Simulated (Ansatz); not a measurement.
**Computed properties of CrN**

CrN:
```
CELL_PARAMETERS angstrom
      1.49257     0.86174     4.62724
     -1.49257     0.86174     4.62724
      0.00000    -1.72347     4.62724
ATOMIC_POSITIONS crystal
  Cr 0.00000 0.00000 0.00000
  N  0.75000 0.75000 0.75000
  Cr 0.50000 0.50000 0.50000
  N  0.25000 0.25000 0.25000
```
The run is spin-polarised; directions of the spins, atom by atom: ↑ 0 ↓ 0.

Space group R-3m (No. 166); conventional cell a = b = 2.9851 Å, c = 6.9409 Å, α = β = 90.00°, γ = 120.00°.

Method: r²SCAN (plane waves, PAW; program Ansatz). The cell and atoms are relaxed at this level. Other levels are named where they apply.

**Cell and energy**

```
Item                                                          Result
-----------------------------------------------------  -------------
Volume per atom                                              8.93 Å³
Density                                                   6.14 g/cm³
Formation energy from the elements (no fitted shifts)  -0.85 eV/atom
```

**Electronic structure**

```
Quantity                                                                                                                       Result
----------------------------------------  -------------------------------------------------------------------------------------------
Band gap                                                                                                           0.30 eV (indirect)
Valence-band maximum                      off the standard path, at k = (0.266, 0.266, -0.487) in fractions of the reciprocal vectors
Conduction-band minimum                                                                                                          at Γ
Smallest direct gap on the standard path                                                                                      0.68 eV
Hole effective mass                                                                             0.29, 0.51, 1.2 mₑ (principal values)
```

**Magnetism**

```
Item                        Value
--------------  -----------------
Magnetic order  antiferromagnetic
Net moment       0.00 μB per atom
```

**Mechanics**

```
Item                                                                           Value
--------------------------------------------  --------------------------------------
Bulk modulus (Birch–Murnaghan fit)                                           269 GPa
Pressure derivative B′                                                           4.1
Mechanical stability                          stable (all eigenvalues of C positive)
Hill bulk and shear moduli                                           272 and 196 GPa
Young's modulus                                                              474 GPa
Poisson's ratio                                                                 0.21
Debye temperature from the elastic constants                                   896 K
```

**Charges**

```
Property                    Result
-------------  -------------------
Bader charges  Cr +1.61, N -1.61 e
```

A made-up cell: these elements were put on the sites of a structure type; the Crystallography Open Database copy checked does not list it. COD files the formula under space group No. 225. Its standing as an ambient phase is unchecked. Symmetry was held in the r²SCAN relaxation, as lowered by the spin order; its stability against distortions is not shown here. Magnetic state: antiferromagnetic, chosen from 3 collinear starts compared on coarse meshes (ties went to the first, and starts can fall back to one state), not a proven ground state. Other orbital occupations within this spin state were not tried. No Hubbard U is applied. Point labels and valley counts follow the cell and symmetry of the run, lower than the named group. The references are the lowest solids computed at this level, not always the standard phases (solids in place of the gases).

Potentials: the earlier of the program's two PAW sets. The files were generated under PBE; for other functionals the program regenerates the frozen cores, and for LDA and PBEsol the local potential too.
